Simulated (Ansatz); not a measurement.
Input file for Ansatz (a program for electronic structure):

Ansatz 0.2 input:
```yaml
crystal:
  lattice:
    - [3.5508090373, 0.0, 0.0]
    - [-1.7754045187, 3.0750908303, 0.0]
    - [0.0, 0.0, 5.2025886917]
  atoms:
    - { symbol: Pt, position: [0.0, 0.0, 0.0] }
    - { symbol: S, position: [0.3333333333, 0.6666666667, 0.2355812579] }
    - { symbol: S, position: [0.6666666667, 0.3333333333, 0.7644187421] }
kpoints:
  mp_grid: { grid: [9, 9, 6] }
hamiltonian:
  xc: r2scan
  dispersion: d4
  pseudopotentials: { kind: paw }
scf:
  occupations: { method: fixed }
checkpoint: { read: static.run }
output: { bader: true, populations: true }
```

Output (shortened):

```
Pseudopotential: Pt, paw, valence charge 18
Pseudopotential: S, paw, valence charge 6
Functional definition: r2SCAN
Crystal: 3 atoms, lattice volume = 56.807 Å³
Basis set: ecut = 500 eV, 1483 PW (Γ), exchange–correlation on 108×108×160 points (64 copies of the dense FFT grid, shifted against one another)
Bands: 19, of which v1, the nominal top of the filled ones, is band 15 counted from 1 (14 counted from 0)
Symmetry: 12 space group operations
Space group: P-3m1 (ITA 164), of the structure as read, at distance tolerance 3.8e-5 Å
k-points: 62 of 486
Stability of the state it starts from, as read at its close in the unpolarized treatment …
iter 1 solved again at ethr=1.20e-7 eV; its pass at ethr=3.10e-3 eV (dr2=3.61e-5 eV) is discarded
SCF iter   1: F=—  HF=-14350.221020 eV  |F-HF|=—  |Δ(HF+E_count)|=         —  Δρ=6.37e-7  dr2=2.55e-10  dr2_τ=2.09e-11  ethr=1.20e-7  ⟨swp⟩=3.6  Hψ=8574  notcnv=0  defer=124
preconditioner: auto → Resta (q_TF=auto, 2.453 Å⁻¹)
SCF iter   2: F=-14350.221020 eV  HF=-14350.221020 eV  |F-HF|=1.46e-11  |Δ(HF+E_count)|=   1.48e-8  Δρ=2.84e-7  dr2=3.70e-11  dr2_τ=1.94e-11  ethr=1.00e-12  ⟨swp⟩=8.4  Hψ=6068  notcnv=0
SCF 1 converged in 2 iterations: F = -14350.221020 eV  dr2 = 3.70e-11
SCF converged after 2 iterations
Free energy (F): -14350.221020 eV
Harris-Foulkes:  -14350.221020 eV  (|F-HF|=1.46e-11)
Internal energy: -14350.221020 eV  (E = F + TS)
E sigma→0 (E₀):  -14350.221020 eV
Fermi energy:    10.013949 eV
--- Per-component energies (eV) ---
  E_band       = -358.102955
  E_kinetic    = 849.588224
  E_local      = -3178.854603  (includes V_loc(G=0)·N_el)
  E_nonlocal   = 256.704230
  E_hartree    = 1258.639035
  E_xc         = -433.450865
  E_vxc        = -526.500907  (∫ρ·V_xc dr)
  E_paw        = -10697.898687  (= ΣΔE_a)
  E_vpaw       = -306.777089  (= ΣTr[D̂ρ^β])
  E_aug_tail   = 0.000161  (compensation charges beyond the density's cutoff)
  E_vtau       = 30.458836  (kinetic-family band-sum trace: ∫τ·v_τ [+ j·A + Jᵃ·Aᵃ] dr)
  E_ewald      = -2404.031861
  E_disp       = -0.465627  (pairwise vdW)
  E_core_change = -0.451028  (= ΣΔE_core)
  E_smearing   =  0.000000  (= −TS)
  E_closure    =  0.000000  (closes the sum)
  Σ components = -14350.221020   (vs F -14350.221020, Δ=0.00e0)
  [band-id]    e_kinetic+e_local+e_nonlocal+2·e_hartree+e_vxc+e_vpaw+e_augmentation_tail+e_vtau = -358.103077   (vs E_band -358.102955, Δ=-1.22e-4)
--- Band table (eV; the first three rows and the last of 62) ---
  k-point 0: bands = ["-91.3918", "-44.9991", "-44.9991", "-44.9022", "-5.6219", "-2.7700", "3.1446", "3.4199", "3.4199", "6.2012", "6.2012", "8.0540", "9.0384", "9.0384", "10.0139", "12.4779", "12.4779", "15.4114", "16.1324"]
  k-point 1: bands = ["-91.3918", "-44.9991", "-44.9991", "-44.9022", "-5.5552", "-2.9371", "3.4175", "3.4252", "3.4252", "6.1966", "6.1966", "7.9908", "8.9861", "8.9861", "9.7091", "12.5904", "12.5904", "15.5171", "16.5651"]
  k-point 2: bands = ["-91.3918", "-44.9990", "-44.9990", "-44.9022", "-5.4000", "-3.2756", "3.4359", "3.4359", "4.0183", "6.1876", "6.1876", "7.7533", "8.8867", "8.8867", "9.1922", "12.8200", "12.8200", "15.8648", "17.3435"]
  k-point 61: bands = ["-91.3913", "-45.0157", "-45.0157", "-44.8986", "-3.4518", "-3.4518", "3.7390", "3.7390", "3.8052", "5.7440", "5.7440", "6.4471", "6.6114", "8.1782", "8.1782", "12.3355", "12.3355", "17.5254", "18.4983"]
--- Löwdin populations: 3 sites ---
  site symbol       q [e]
     0     Pt     17.3014
     1      S      6.2348
     2      S      6.2348
  spilling = 0.007633 (of n_electrons = 30.000000)
--- Bader charges: 3 sites ---
  site symbol  charge [e]  shift [e]
     0     Pt      0.5305     0.0123
     1      S     -0.2652     0.0061
     2      S     -0.2652     0.0061
  shift: an alarm, by how much a part of what the PAW files miss would move the charge. Where it is large, compare
  with a run on PAW files of another source; a small one proves nothing
  estimated error of the sums over rays = 2.7e-4 e
```

Cost: around 40 core-seconds (rough) on shared cores.

The r²SCAN+D4 relaxation kept the symmetry of its start. No spin polarisation was allowed. Spin–orbit coupling is left out wherever it is not named.

Potentials: the later of the program's two PAW sets.

Ansatz is a plane-wave DFT program.
